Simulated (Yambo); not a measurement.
Yambo run on KLuS2 (space group R-3m, No. 166). The wavefunctions are norm-conserving PBEsol (Quantum ESPRESSO, 100 Ry, scalar-relativistic) ones on a 4×4×4 mesh (23 occupied bands); a = 7.578 Å, b = 7.578 Å, c = 7.578 Å, α = 29.88°, β = 29.88°, γ = 29.88°.

Yambo input:

```
rim_cut
HF_and_locXC
RandQpts= 1000000
RandGvec= 1 Ry
EXXRLvcs= 100 Ry
VXCRLvcs= 400 Ry
% QPkrange
 1 | 1 | 23 | 24 |
 3 | 3 | 23 | 24 |
 7 | 7 | 23 | 24 |
 13 | 13 | 23 | 24 |
%
```

k points by index: 1 = Γ, 3 = L, 7 = F, 13 = Z.

Resulting energies as the program prints them:

```
#    K-point    Band    Eo [eV]    Ehf [eV]    Vxc [eV]    Vnlxc [eV]
#
    1    23    0.000000    -2.836910    -14.08369    -16.92060
    1    24    3.485490    7.725719    -9.398326    -5.158097
    3    23    -0.969283    -4.237619    -13.70488    -16.97322
    3    24    2.584360    6.504439    -11.78145    -7.861366
    7    23    -0.871113    -4.139994    -13.80332    -17.07220
    7    24    2.100110    5.888620    -10.77271    -6.984201
    13    23    -0.118679    -2.960606    -13.94824    -16.79017
    13    24    3.695544    8.001993    -13.11195    -8.805505
```
Exchange alone, without screening.

Geometry relaxed with PBEsol.
